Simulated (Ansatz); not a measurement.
LaHg2, DFT, LDA, PAW with Ansatz's default frozen-core files, scalar-relativistic (Ansatz 0.2.0), run on 1 thread of Intel(R) Xeon(R) 6975P-C (Granite Rapids) on a shared host.

The geometry is COD entry 1523851, unchecked; take it as a test cell. The listed cell was then made from it by scaling, straining or moving an atom.

Command: `ansatz run input.yaml --threads 1 --pin off --max-ram 4096MiB --backend cpu --events-out ev --progress --plain --runs-dir out`

```yaml
crystal:
  lattice:
    - [5.0552386287, 0.0, 0.0]
    - [-2.5276193144, 4.3779650747, 0.0]
    - [0.0, 0.0, 3.7113906736]
  atoms:
    - { symbol: La, position: [0.0, 0.0, 0.0] }
    - { symbol: Hg, position: [0.3333333333, 0.6666666667, 0.5] }
    - { symbol: Hg, position: [0.6666666667, 0.3333333333, 0.5] }
kpoints:
  mp_grid: { grid: [8, 8, 9] }
scf:
  occupations: { method: fermi_dirac, width: 0.08 }
hamiltonian:
  xc: lda
  pseudopotentials: { kind: paw }
output:
  forces: true
  stress: true
  eigenvalues: true
  efg: { contact_densities: true }
```

(1) How large is the problem that the program sets up?

(2) About how long does it take, and how much memory does it use?

(3) And the same cell and mesh by all-electron PAW (datasets made for this crystal), asked for forces, stress, eigenvalues, efg, on the same hardware?

Results:

(1) 50 irreducible k-points, 1615 plane waves at Γ, 31 bands.

(2) 4.8 s of wall time for 6 SCF iterations, with a peak of 0.54 GiB. Times on shared machines scatter by tens of per cent.

(3) 11 s, peak memory 0.69 GiB.
